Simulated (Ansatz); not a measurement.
The relaxed structure here is a generated cell of ZrSe2: the first start was made by placing the elements on the sites of a structure type, and the end was not matched to a known phase here, so it may be hypothetical. Known forms of ZrSe2 include space group No. 164.

The end point of a relaxation of ZrSe2. Space group Pa-3 (No. 205), AFLOW prototype AB2_cP12_205_a_c (C2, as in FeS2). Calculation: PBEsol (plane waves to 420 eV, PAW, scalar-relativistic; Ansatz, an electronic-structure program).

```cif
data_Se8Zr4
_chemical_formula_sum 'Zr4 Se8'
_space_group_name_H-M_alt 'P 1'
_space_group_IT_number 1
_cell_length_a 6.56607
_cell_length_b 6.56607
_cell_length_c 6.56607
_cell_angle_alpha 90.000
_cell_angle_beta 90.000
_cell_angle_gamma 90.000
loop_
_space_group_symop_operation_xyz
  'x, y, z'
loop_
_atom_site_label
_atom_site_type_symbol
_atom_site_fract_x
_atom_site_fract_y
_atom_site_fract_z
_atom_site_occupancy
Zr1 Zr 0.00000 0.00000 0.00000 1
Zr2 Zr 0.50000 0.50000 0.00000 1
Zr3 Zr 0.00000 0.50000 0.50000 1
Zr4 Zr 0.50000 0.00000 0.50000 1
Se1 Se 0.35341 0.35341 0.35341 1
Se2 Se 0.85341 0.14659 0.64659 1
Se3 Se 0.64659 0.85341 0.14659 1
Se4 Se 0.14659 0.64659 0.85341 1
Se5 Se 0.64659 0.64659 0.64659 1
Se6 Se 0.14659 0.85341 0.35341 1
Se7 Se 0.35341 0.14659 0.85341 1
Se8 Se 0.85341 0.35341 0.14659 1
```

```json
{
 "volume_per_atom": "23.59 Å³",
 "band_gap": "no gap (metallic)",
 "shortest_distances": "Se–Zr 2.69 Å; Se–Se 3.33 Å",
 "k-mesh": "6×6×6"
}
```

Band energies at high-symmetry points (eV from the Fermi level; labels of this space group; no spin-orbit coupling), from −5 eV up to 2.7 eV:

```csv
point,energies
Γ,-4.39 -4.39 -4.39 -3.91 -3.91 -3.91 -3.39 -3.39 -3.36 -3.36 -2.82 -2.82 -2.82 -1.63 -1.28 -1.28 -1.28 -1.26 0.10 0.10 0.10 0.21 0.21 0.21 0.57 0.57 0.83 0.83 0.83 1.08 1.89 1.89 1.89
X,-4.54 -4.54 -4.45 -4.45 -3.95 -3.95 -3.69 -3.69 -3.30 -3.30 -3.14 -3.14 -2.54 -2.54 -1.89 -1.89 -1.81 -1.81 -0.99 -0.99 -0.35 -0.35 0.75 0.75 0.79 0.79 0.98 0.98 1.21 1.21 1.63 1.63 1.69 1.69
M,-4.72 -4.72 -4.72 -4.72 -4.30 -4.30 -4.30 -4.30 -3.31 -3.31 -3.31 -3.31 -2.52 -2.52 -2.52 -2.52 -2.12 -2.12 -2.12 -2.12 -1.06 -1.06 -1.06 -1.06 0.66 0.66 0.66 0.66 1.00 1.00 1.00 1.00 1.93 1.93 1.93 1.93
R,-3.83 -3.83 -3.83 -3.83 -3.30 -3.30 -3.30 -3.30 -2.31 -2.31 -2.31 -2.31 -1.64 -1.64 -1.64 -1.64 -1.63 -1.63 -1.63 -1.63 -0.07 -0.07 -0.07 -0.07 0.63 0.63 0.63 0.63 2.60 2.60 2.60 2.60
X1,-4.54 -4.54 -4.45 -4.45 -3.95 -3.95 -3.69 -3.69 -3.30 -3.30 -3.14 -3.14 -2.54 -2.54 -1.89 -1.89 -1.81 -1.81 -0.99 -0.99 -0.35 -0.35 0.75 0.75 0.79 0.79 0.98 0.98 1.21 1.21 1.63 1.63 1.69 1.69
```

No spin polarisation in the result.

The run could not lose the symmetry of its start, so the end can be a saddle point.
